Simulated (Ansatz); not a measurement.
An Ansatz (a first-principles code) run. Input:

Ansatz 0.2 input:
```yaml
crystal:
  lattice:
    - [1.4461655862, -2.2054364599, 0.0]
    - [1.4461655862, 2.2054364599, 0.0]
    - [0.0, 0.0, 4.2264342454]
  atoms:
    - { symbol: Cu, position: [0.0, 0.0, 0.0] }
    - { symbol: Pd, position: [0.5, 0.5, 0.5] }
kpoints:
  mp_grid: { grid: [12, 12, 7] }
  band_path:
    path:
      - [[0.0, 0.0, 0.0], [-0.5, 0.5, 0.0], [-0.3574946757, 0.6425053243, 0.0]]  # Γ-Y-C_0
      - [[0.3574946757, 0.3574946757, 0.0], [0.0, 0.0, 0.0], [0.0, 0.0, 0.5], [0.3574946757, 0.3574946757, 0.5]]  # Σ_0-Γ-Z-A_0
      - [[-0.3574946757, 0.6425053243, 0.5], [-0.5, 0.5, 0.5], [-0.5, 0.5, 0.0]]  # E_0-T-Y
      - [[0.0, 0.0, 0.0], [0.0, 0.5, 0.0], [0.0, 0.5, 0.5], [0.0, 0.0, 0.5], [-0.5, 0.5, 0.5]]  # Γ-S-R-Z-T
    npoints: 6
hamiltonian:
  xc: r2scan
  pseudopotentials: { kind: paw }
magnetization: { noncollinear: true, spin_orbit: true }
scf:
  n_extra_bands: 13
  convergence: { dr2_threshold: 0.0000000001 }
  occupations: { method: gaussian, width: 0.05 }
output: { eigenvalues: true }
```

Output (shortened):

```
Pseudopotential: Cu, paw_fr, valence charge 19
Pseudopotential: Pd, paw_fr, valence charge 18
Functional definition: r2SCAN
non-collinear run that drives no moment, with spin-orbit …
Crystal: 2 atoms, lattice volume = 26.960 Å³
Basis set: ecut = 500 eV, 687 PW (Γ), exchange–correlation on 80×80×128 points (64 copies of the dense FFT grid, shifted against one another)
Bands: 50, of which v1, the nominal top of the filled ones, is band 37 counted from 1 (36 counted from 0)
Symmetry: 8 space group operations + 8 with time reversal
k-points: 172 of 1008
Projection manifold: j_resolved (fully-relativistic pseudo-atomic orbitals)
SCF iter   1: F=—  HF=-13611.028929 eV  |F-HF|=—  |Δ(HF+E_count)|=         —  Δρ=2.13e-1  dr2=1.92e1  dr2_τ=1.07e-1  dr2_m=0.00e0 (ungated)  ethr=3.10e-3  |M|=0.00e0 ∫|m|=0.00e0 μB  |m|>n=0.0e0 m-floor=0.0e0 τ_xc=0.0e0  β_m=0.30  ⟨swp⟩=7.2  Hψ=20170  notcnv=0  defer=206
preconditioner: auto → none
SCF iter   2: F=—  HF=-13608.464523 eV  |F-HF|=—  |Δ(HF+E_count)|=    2.56e0  Δρ=8.84e-2  dr2=3.46e0  dr2_τ=3.27e-2  dr2_m=0.00e0 (ungated)  ethr=3.10e-3  |M|=0.00e0 ∫|m|=0.00e0 μB  |m|>n=0.0e0 m-floor=0.0e0 τ_xc=0.0e0  β_m=0.39  ⟨swp⟩=2.6  Hψ=7980  notcnv=0  defer=1186
SCF iter   3: F=—  HF=-13608.021473 eV  |F-HF|=—  |Δ(HF+E_count)|=   4.43e-1  Δρ=3.02e-2  dr2=1.53e-1  dr2_τ=3.12e-3  dr2_m=0.00e0 (ungated)  ethr=3.10e-3  |M|=0.00e0 ∫|m|=0.00e0 μB  |m|>n=0.0e0 m-floor=0.0e0 τ_xc=0.0e0  β_m=0.37  ⟨swp⟩=2.2  Hψ=7244  notcnv=0  defer=1214
SCF iter   4: F=—  HF=-13608.060791 eV  |F-HF|=—  |Δ(HF+E_count)|=   3.93e-2  Δρ=3.48e-2  dr2=1.94e-1  dr2_τ=1.35e-3  dr2_m=0.00e0 (ungated)  ethr=4.13e-4  |M|=0.00e0 ∫|m|=0.00e0 μB  |m|>n=0.0e0 m-floor=0.0e0 τ_xc=0.0e0  β_m=0.39  ⟨swp⟩=2.3  Hψ=6927  notcnv=0  defer=1232
SCF iter   5: F=—  HF=-13608.084535 eV  |F-HF|=—  |Δ(HF+E_count)|=   2.37e-2  Δρ=8.57e-3  dr2=1.02e-2  dr2_τ=5.71e-5  dr2_m=0.00e0 (ungated)  ethr=4.13e-4  |M|=0.00e0 ∫|m|=0.00e0 μB  |m|>n=0.0e0 m-floor=0.0e0 τ_xc=0.0e0  β_m=0.46  ⟨swp⟩=2.1  Hψ=6514  notcnv=0  defer=1248
SCF iter   6: F=—  HF=-13608.082629 eV  |F-HF|=—  |Δ(HF+E_count)|=   1.91e-3  Δρ=5.37e-3  dr2=4.98e-3  dr2_τ=9.28e-6  dr2_m=0.00e0 (ungated)  ethr=2.76e-5  |M|=0.00e0 ∫|m|=0.00e0 μB  |m|>n=0.0e0 m-floor=0.0e0 τ_xc=0.0e0  β_m=0.44  ⟨swp⟩=2.0  Hψ=7655  notcnv=0  defer=1248
SCF iter   7: F=—  HF=-13608.082888 eV  |F-HF|=—  |Δ(HF+E_count)|=   2.59e-4  Δρ=3.12e-3  dr2=1.66e-3  dr2_τ=2.84e-6  dr2_m=0.00e0 (ungated)  ethr=1.35e-5  |M|=0.00e0 ∫|m|=0.00e0 μB  |m|>n=0.0e0 m-floor=0.0e0 τ_xc=0.0e0  β_m=0.71  ⟨swp⟩=1.0  Hψ=3774  notcnv=0  defer=1248
SCF iter   8: F=—  HF=-13608.082796 eV  |F-HF|=—  |Δ(HF+E_count)|=   9.19e-5  Δρ=8.43e-4  dr2=1.21e-4  dr2_τ=2.19e-7  dr2_m=0.00e0 (ungated)  ethr=4.47e-6  |M|=0.00e0 ∫|m|=0.00e0 μB  |m|>n=0.0e0 m-floor=0.0e0 τ_xc=0.0e0  β_m=0.85  ⟨swp⟩=2.0  Hψ=4687  notcnv=0  defer=1248
SCF iter  11: F=-13608.082781 eV  HF=-13608.082781 eV  |F-HF|=4.00e-11  |Δ(HF+E_count)|=   2.33e-9  Δρ=7.80e-7  dr2=6.34e-11  dr2_τ=1.77e-12  dr2_m=0.00e0 (ungated)  ethr=1.00e-12  |M|=0.00e0 ∫|m|=0.00e0 μB  |m|>n=0.0e0 m-floor=0.0e0 τ_xc=0.0e0  ⟨swp⟩=8.0  Hψ=19540  notcnv=0
SCF 1 converged in 11 iterations: F = -13608.082781 eV  dr2 = 6.34e-11
NSCF: frozen V_eff on 70 k-points
SCF converged after 11 iterations
Magnetization: |M| = 0.0000 μB,  M = (+0.0000, +0.0000, +0.0000) μB
Absolute magnetization: 0.0000 μB (∫|m|)
  site 0: m = (+0.0000, +0.0000, +0.0000) μB, |m| = 0.0000 μB  (R = 1.06 Å)
  site 1: m = (+0.0000, +0.0000, +0.0000) μB, |m| = 0.0000 μB  (R = 1.06 Å)
Free energy (F): -13608.082781 eV
Harris-Foulkes:  -13608.082781 eV  (|F-HF|=4.00e-11)
Internal energy: -13608.082115 eV  (E = F + TS)
E sigma→0 (E₀):  -13608.082448 eV
Entropy (-TS):   -0.000666 eV (-0.333 meV/atom)
Fermi energy:    17.826168 eV
--- Per-component energies (eV) ---
  E_band       = -539.002662
  E_kinetic    = 816.151452
  E_local      = -5944.312155  (includes V_loc(G=0)·N_el)
  E_nonlocal   = 615.434765
  E_hartree    = 2574.965127
  E_xc         = -243.716043
  E_vxc        = -356.514885  (∫ρ·V_xc dr)
  E_paw        = -5444.394046  (= ΣΔE_a)
  E_vpaw       = -845.664207  (= ΣTr[D̂ρ^β])
  E_aug_tail   = 0.000241  (compensation charges beyond the density's cutoff)
  E_vtau       = 25.972135  (kinetic-family band-sum trace: ∫τ·v_τ [+ j·A + Jᵃ·Aᵃ] dr)
  E_ewald      = -5981.457695
  E_core_change = -0.753760  (= ΣΔE_core)
  E_smearing   = -0.000666  (= −TS)
  E_closure    = 0.000000  (closes the sum)
  Σ components = -13608.082781   (vs F -13608.082781, Δ=0.00e0)
  [band-id]    e_kinetic+e_local+e_nonlocal+2·e_hartree+e_vxc+e_vpaw+e_augmentation_tail+e_vtau = -539.002400   (vs E_band -539.002662, Δ=2.61e-4)
--- Band table (eV; the first three rows and the last of 172) ---
  k-point 0: bands = ["-97.9005", "-97.9005", "-68.6584", "-68.6584", "-55.4765", "-55.4765", "-52.9096", "-52.9096", "-52.8776", "-52.8776", "-36.4872", "-36.4872", "-32.1237", "-32.1237", "-32.0065", "-32.0065", "9.6989", "9.6989", "12.5925", "12.5925", …
  k-point 1: bands = ["-97.9005", "-97.9005", "-68.6584", "-68.6584", "-55.4764", "-55.4764", "-52.9095", "-52.9095", "-52.8776", "-52.8776", "-36.4873", "-36.4873", "-32.1242", "-32.1242", "-32.0065", "-32.0065", "9.9057", "9.9057", "12.6041", "12.6041", …
  k-point 2: bands = ["-97.9005", "-97.9005", "-68.6584", "-68.6584", "-55.4764", "-55.4764", "-52.9094", "-52.9094", "-52.8776", "-52.8776", "-36.4877", "-36.4877", "-32.1251", "-32.1251", "-32.0065", "-32.0065", "10.4996", "10.4996", "12.5635", "12.5635", …
  k-point 171: bands = ["-97.8948", "-97.8948", "-68.5897", "-68.5897", "-55.4957", "-55.4957", "-52.9214", "-52.9214", "-52.9111", "-52.9111", "-36.6505", "-36.6505", "-32.3834", "-32.3834", "-32.1548", "-32.1548", "12.6019", "12.6019", "13.2062", "13.2062", …
```

Cost: about 2.2 core-minutes (a rough figure) on shared cores.

Space group Cmmm. The workflow started from a Materials Project entry (that database holds measured and hypothetical structures alike); the Crystallography Open Database copy checked does not list it. COD files the formula under space group No. 221. With Cu and Pd taken as one species the cell has the higher symmetry Im-3m, so it may be an ordered model of a mixed-site phase. Whether it is the stable phase at ambient conditions was not checked. The r²SCAN relaxation kept the symmetry of its start. At this level the phase is dynamically unstable (imaginary phonons). The run is not spin-polarised.

Potentials: the later of the program's two PAW sets.

Ansatz is a plane-wave DFT program.
